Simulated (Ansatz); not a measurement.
The relaxed structure here is a generated cell of TiS2: the first start was made by a random draw of sites in a space group, and the end was not matched to a known phase here, so it may be hypothetical. Known forms of TiS2 include space group No. 164.

A relaxed structure of TiS2. Space group Im-3m (No. 229). Method: PBEsol (plane waves to 420 eV, PAW, scalar-relativistic; Ansatz, an electronic-structure program).

Space group Im-3m (No. 229); a = b = c = 9.1149 Å, α = β = γ = 90.00°

```
atom  site  symmetry       x       y       z
----  ----  --------  ------  ------  ------
S      12d     -4m.2  0.0000  0.2500  0.5000
Ti      6b    4/mm.m  0.0000  0.0000  0.5000
```
(The calculation used a cell of 9 atoms; values per cell refer to that cell.)

Task: What is the computed band gap (PBEsol)?

Result: No gap on the sampled points, where the bands overlap only slightly; such a result is sensitive to mesh and level.

No spin polarisation in the result.

The run could not lose the symmetry of its start, so the end can be a saddle point.

All atoms sit on sites fixed by symmetry, so only the cell could relax.
